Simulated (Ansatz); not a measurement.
Several faces are cut from this relaxed crystal of Ir:

```
CELL_PARAMETERS angstrom
0.00000 1.93533 1.93533
1.93533 0.00000 1.93533
1.93533 1.93533 0.00000
ATOMIC_POSITIONS crystal
Ir 0.00000 0.00000 0.00000
```

Miller indices refer to the conventional cell, a = 3.871 Å, b = 3.871 Å, c = 3.871 Å, α = 90.00°, β = 90.00°, γ = 90.00°.

Computed with DFT PBE, scalar-relativistic, plane waves, PAW in Ansatz 0.2.0. Cutoff 420 eV, Γ-centred meshes, Gaussian smearing of 0.10 eV, no spin polarisation.

All atoms of each slab relax at the bulk's in-plane cell, with a dipole correction; γ is the mean of a slab's two faces. Bonds are neighbours within 10 % of the shortest distances in the bulk.

Problem. How do these faces compare: (100); (110); (111)?

Solution. 
```csv
face,planes,thickness (Å),area (Å²),cut bonds per Å²,γ as cut (J/m²),γ relaxed (J/m²)
(100),6,9.7,7.49,0.534,2.97,2.86
(110),8,9.6,10.59,0.566,3.08,2.87
(111),5,8.9,6.49,0.462,2.34,2.31
```

Problem. Which shape does a crystal take in vacuum at zero temperature, if only these faces and their equivalents are allowed (Wulff construction)?

Solution. Shares of the surface area: (100) 16 %, (110) 0 %, (111) 84 %. A face with no share lies too high to cut the shape that the others make. Faces that weren't computed or are left out here could take a part.

Faces whose slabs rebuild by over 0.8 Å, distort in their middle or lose their symmetry through the k mesh, and polar cuts of insulators, are left out. Of the terminations computed for a plane the cheapest is shown.

The slabs are thin, so differences under about 0.05 J/m² or 0.1 eV aren't settled, and faces are 1×1 cells, without the reconstructions that some real ones have. Spin-orbit coupling is left out, which matters for the bands of heavy elements.
